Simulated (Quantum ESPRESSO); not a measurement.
## Band energies of Si

```
Si
1.0
    3.79935     0.00000     0.00000
   -1.89967     3.29033     0.00000
    0.00000     0.00000     6.27378
Si
4
Cartesian
  0.00000   2.19355   0.39438
  1.89967   1.09678   5.87939
  1.89967   1.09678   3.53127
  0.00000   2.19355   2.74251
```

LDA (pw.x of Quantum ESPRESSO, ONCV potentials, scalar-relativistic); path ΓMKΓALHA,LM,KH; energies in eV from the valence-band maximum.

| k (1/Å) | point | band 4 | band 5 | band 6 | band 7 | band 8 | band 9 | band 10 | band 11 |
|---|---|---|---|---|---|---|---|---|---|
| 0.00 | Γ | -1.55 | -1.55 | -0.35 | 0.00 | 0.00 | 0.99 | 1.96 | 1.96 |
| 0.32 |  | -3.48 | -2.12 | -1.86 | -0.85 | -0.51 | 1.27 | 2.66 | 2.78 |
| 0.64 |  | -5.06 | -4.44 | -2.85 | -2.13 | -1.20 | 0.61 | 2.63 | 3.15 |
| 0.95 | M | -6.05 | -4.79 | -3.13 | -3.10 | -1.47 | 0.27 | 2.31 | 2.90 |
| 1.06 |  | -6.05 | -4.78 | -3.39 | -3.10 | -1.73 | 0.67 | 2.29 | 2.68 |
| 1.40 |  | -6.29 | -5.24 | -3.95 | -3.41 | -3.29 | 0.77 | 4.17 | 5.08 |
| 1.51 | K | -6.64 | -5.35 | -3.68 | -3.68 | -3.43 | 0.66 | 5.31 | 5.43 |
| 1.84 |  | -5.02 | -4.67 | -4.55 | -2.63 | -2.47 | 1.42 | 3.46 | 3.95 |
| 2.17 |  | -4.18 | -2.90 | -2.75 | -1.16 | -1.15 | 2.09 | 2.26 | 2.94 |
| 2.61 | Γ | -1.55 | -1.55 | -0.35 | 0.00 | 0.00 | 0.99 | 1.96 | 1.96 |
| 2.98 |  | -3.14 | -1.20 | -1.20 | -0.65 | -0.65 | 1.44 | 2.16 | 2.59 |
| 3.11 | A | -4.30 | -0.95 | -0.95 | -0.95 | -0.95 | 1.78 | 1.78 | 2.95 |
| 3.43 |  | -4.37 | -2.56 | -2.56 | -1.49 | -1.49 | 1.93 | 1.93 | 3.72 |
| 3.75 |  | -5.98 | -2.86 | -2.86 | -2.21 | -2.21 | 1.06 | 1.06 | 2.62 |
| 4.06 | L | -7.38 | -2.50 | -2.50 | -2.48 | -2.48 | 0.82 | 0.82 | 1.57 |
| 4.17 |  | -7.37 | -2.91 | -2.91 | -2.32 | -2.32 | 1.05 | 1.05 | 1.73 |
| 4.51 |  | -7.45 | -4.50 | -4.50 | -2.06 | -2.06 | 1.50 | 1.50 | 3.63 |
| 4.62 | H | -7.52 | -4.63 | -4.63 | -2.02 | -2.02 | 1.51 | 1.51 | 3.51 |
| 4.89 |  | -6.78 | -4.02 | -4.02 | -2.31 | -2.31 | 1.77 | 1.77 | 4.00 |
| 5.17 |  | -5.28 | -2.87 | -2.87 | -2.72 | -2.72 | 2.50 | 2.50 | 3.36 |
| 5.53 |  | -4.29 | -1.71 | -1.71 | -1.19 | -1.19 | 2.32 | 2.32 | 2.82 |
| 5.72 | A | -4.30 | -0.95 | -0.95 | -0.95 | -0.95 | 1.78 | 1.78 | 2.95 |
| 5.72 | L | -7.38 | -2.50 | -2.50 | -2.48 | -2.48 | 0.82 | 0.82 | 1.57 |
| 6.12 |  | -6.16 | -4.64 | -3.10 | -2.96 | -1.53 | 0.31 | 1.97 | 2.86 |
| 6.22 | M | -6.05 | -4.79 | -3.13 | -3.10 | -1.47 | 0.27 | 2.31 | 2.90 |
| 6.22 | K | -6.64 | -5.35 | -3.68 | -3.68 | -3.43 | 0.66 | 5.31 | 5.43 |
| 6.32 |  | -6.73 | -5.32 | -3.53 | -3.53 | -3.51 | 0.81 | 4.43 | 4.43 |
| 6.72 | H | -7.52 | -4.63 | -4.63 | -2.02 | -2.02 | 1.51 | 1.51 | 3.51 |

The LDA gap is indirect, 0.27 eV, from Γ to M; the smallest direct gap is 0.99 eV.

Geometry relaxed with LDA.

This is not the ordinary phase of the substance; no match was found in the copy of COD used, and its stability was not checked.
